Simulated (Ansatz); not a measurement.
**Two states of La$_{2}$NiO$_{4}$**

```xyz
7
Lattice="-1.9234 1.9234 6.2867 1.9234 -1.9234 6.2867 1.9234 1.9234 -6.2867" Properties=species:S:1:pos:R:3 pbc="T T T"
La    0.0000    0.0000    4.5440
La    0.0000    0.0000    8.0294
Ni    0.0000    0.0000    0.0000
O     0.0000    1.9234    0.0000
O     1.9234    0.0000    0.0000
O     0.0000    0.0000    2.2255
O     0.0000    0.0000   10.3479
```

Method: r2SCAN; PAW, plane waves to 500 eV, 7×7×7 Γ-centred mesh, fermi-dirac occupations (width 0.1 eV) (Ansatz 0.2.0), atoms fixed.

State A: no moments (no spin polarisation). State B: Ni3 up (collinear spin).

Task: Which state is lower, and how do they differ?

Result: State B is lower by 88.8 meV an atom at zero smearing; in free energy at this smearing B lies -84.8 meV an atom from A.

| state | free energy (meV/atom) | largest moment in a small sphere (μB) | net moment (μB/cell) | gap on mesh (eV) | pressure (GPa) | largest force (eV/Å) |
| --- | --- | --- | --- | --- | --- | --- |
| A | 84.8 | 0.00 | 0.00 | metal | -1.0 | 0.63 |
| B | 0.0 | 1.56 | 1.93 | metal | 1.8 | 0.61 |

Origin: a database entry at a rescaled volume. Caveats: semilocal functionals often miss the gap of such magnets; the k mesh is coarse if the cell is a metal.
